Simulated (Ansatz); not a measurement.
The start is a generated trial cell of MgO in the AFLOW prototype AB_mC8_15_c_e (B26, as in CuO). A full variable-cell relaxation at zero pressure is run with PBEsol (plane waves to 420 eV, PAW, scalar-relativistic; Ansatz, a first-principles code). The first steps use a coarse 8×8×5 k-mesh.

Initial structure:
```
CELL_PARAMETERS angstrom
      2.59608    -1.89708     0.00000
      2.59608     1.89708     0.00000
     -2.32020     0.00000     4.90691
ATOMIC_POSITIONS crystal
  Mg 0.50000 0.50000 0.00000
  Mg 0.50000 0.50000 0.50000
  O  0.16840 0.83160 0.25000
  O  0.83160 0.16840 0.75000
```

What symmetry does the relaxed structure have?

The space group goes from C2/c (No. 15) to Fm-3m (No. 225); the end is rock salt type, with 2 atoms in the primitive cell.

How much energy is released per atom?

0.80 eV/atom.

How does the volume per atom move from start to end?

-22.6 %, from 12.08 to 9.35 Å³/atom.

How do the shortest distances between atoms change?

The closest pairs of elements (up to four, under 3.6 Å), start → end: Mg–O 1.85 → 2.11 Å; Mg–Mg 2.71 → 2.98 Å; O–O 2.91 → 2.98 Å.

What band gap does the relaxed structure have at this level?

4.62 eV, direct at Γ (no spin-orbit coupling).

What does it relax into? Give the structure.


```cif
data_Mg4O4
_chemical_formula_sum 'Mg4 O4'
_space_group_name_H-M_alt 'Fm-3m'
_space_group_IT_number 225
_space_group_name_Hall '-F 4 2 3'
_cell_length_a 4.21411
_cell_length_b 4.21411
_cell_length_c 4.21411
_cell_angle_alpha 90.000
_cell_angle_beta 90.000
_cell_angle_gamma 90.000
loop_
_atom_site_label
_atom_site_type_symbol
_atom_site_symmetry_multiplicity
_atom_site_Wyckoff_symbol
_atom_site_fract_x
_atom_site_fract_y
_atom_site_fract_z
_atom_site_occupancy
Mg1 Mg 4 b 0.50000 0.50000 0.50000 1
O1 O 4 a 0.00000 0.00000 0.00000 1
```
(The calculation used a cell of 2 atoms; values per cell refer to that cell.)

Final values are on a 13×13×13 k-mesh of the relaxed cell. No spin polarisation in the result.

The run could not lose the symmetry of its start.
